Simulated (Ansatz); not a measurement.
GeW in space group I4_1md (No. 109; W on 4a, Ge on 4a) under volume change, the program Ansatz at the PBE level (PAW), shape and atoms relaxed at each volume.

```tsv
V (Å³/atom)	E − E(relaxed) (meV/atom)	P (GPa)
14.839	95.4	22.67
15.328	___	___
15.818	9.5	6.38
16.307	0.0	0.00
16.796	___	___
17.285	32.2	-10.00
17.774	68.9	-13.90
```

Question: What belongs in the gaps?

Answer: 
- 16.796, E − E(relaxed) (meV/atom): 8.5
- 16.796, P (GPa): -5.41
- 15.328, E − E(relaxed) (meV/atom): 40.0
- 15.328, P (GPa): 13.86

Question: What does a third-order Birch–Murnaghan fit give for V₀, B₀ and B′?

Answer: V₀ = 16.31 Å³/atom, B₀ = 195 GPa, B′ = 4.4.

A made-up cell: these elements were put on the sites of a structure type; neither database checked (COD, Materials Project) lists it. Whether it is the stable phase at ambient conditions was not checked. The PBE relaxation kept the symmetry of its start; whether a distortion lowers the energy is not shown. No spin polarisation was allowed. Scalar-relativistic: spin–orbit coupling is off unless named, which matters more the heavier the elements.

Potentials: the later of the program's two PAW sets.
